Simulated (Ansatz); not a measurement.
Sn:
```xyz
2
Lattice="0.0000 3.2717 3.2717 3.2717 0.0000 3.2717 3.2717 3.2717 0.0000" Properties=species:S:1:pos:R:3 pbc="T T T"
Sn     3.2717     3.2717     3.2717
Sn     4.9076     4.9076     4.9076
```

Relaxed with r²SCAN+D4. Special points in fractions of this cell's reciprocal vectors: Γ (0.000, 0.000, 0.000); X (0.500, 0.000, 0.500); U (0.625, 0.250, 0.625); K (0.375, 0.375, 0.750); L (0.500, 0.500, 0.500); W (0.500, 0.250, 0.750).

Problem. List the band energies nearest the Fermi level at these points for r²SCAN+D4 (plane waves, PAW; program Ansatz).

Solution. In eV from the Fermi level; about four levels below and three above (degenerate sets whole), none deeper than 8.9 eV; points with the same levels are listed once.

```tsv
k	below	above
Γ	-0.55	0.00 0.00 0.00
X	-7.78 -7.78 -2.60 -2.60	0.94 0.94 7.99 7.99
U	-8.20 -7.27 -3.49 -2.23	1.22 3.52 5.99
L	-6.50 -1.23 -1.23	0.08 3.35 3.35
W	-7.72 -7.72 -3.16 -3.16	3.58 3.58 4.21 4.21
```

Space group Fd-3m (diamond). This is a known low-temperature phase of the composition, computed here at zero pressure and temperature. The cell was relaxed with r²SCAN+D4 under the symmetry of its start; its stability against distortions is not shown here. The pairwise dispersion correction was not fitted to metals. The Fermi level of a semimetal is unsure by some 0.05 eV on such meshes. Spin–orbit coupling is left out wherever it is not named.

Potentials: the later of the program's two PAW sets.
